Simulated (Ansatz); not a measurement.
NbRh (L1₀ or tetragonal B2, P4/mmm), DFT-PBE in the program Ansatz with PAW potentials, all energies at zero smearing, with the estimated change up to a 700 eV cutoff added, with one set of potentials and settings (totals compare only within such a set). Cell of 2 atoms (1 Nb, 1 Rh): -10956.021 eV.

```csv
element,reference phase,E (eV/atom)
Nb,"Im-3m, 1 atoms in the cell",-4552.2836
Rh,"Fm-3m, 1 atoms in the cell",-6402.8911
```

Formation energy per atom, worked out: (-10956.021 − 1×(-4552.2836) − 1×(-6402.8911))/2 = -0.423 eV/atom (-41 kJ per mol of atoms), at 0 K, without zero-point energy or fitted corrections.

The workflow started from a Materials Project entry (that database holds measured and hypothetical structures alike); the Crystallography Open Database files this formula in space group No. 123, but the cells were not matched. Whether it is the stable phase at ambient conditions was not checked. Symmetry was held in the PBE relaxation; whether a distortion lowers the energy is not shown. No spin polarisation was allowed. The references are the lowest solids computed at this level, not always the standard phases.

Potentials: the later of the program's two PAW sets.
